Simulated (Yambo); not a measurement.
G0W0@PBEsol for BaHCl (space group P4/nmm, No. 129) in Yambo. Reference settings: 2×2×2 Γ-centred k mesh, 198 bands and a 7 Ry block in the screening, 198 bands in G with the Bruneval-Gonze terminator, plasmon pole fitted at 27.2 eV. The PBEsol gap Z → Z on this mesh is 3.28 eV; G0W0 gaps are taken between the same points.

The settings were changed. The gap went from 5.24 eV to 5.23 eV, and the shift of the valence edge from -1.29 eV to -1.19 eV.

Task: Which change was made?
(A) 126 bands in G, no terminator
(B) 72 bands in G, no terminator
(C) no terminator
(D) 3 Ry block

Result: C, no terminator. The others gave (gap, valence shift): 3 Ry block: 5.01, -1.05 eV; 72 bands in G, no terminator: 5.15, -0.70 eV; 126 bands in G, no terminator: 5.21, -1.06 eV.

Geometry of the Materials Project entry, not relaxed at this level; primitive cell a = b = 4.4215 Å, c = 7.2685 Å, α = β = γ = 90.00°.

A shift is the quasiparticle energy of the state minus its PBEsol energy.
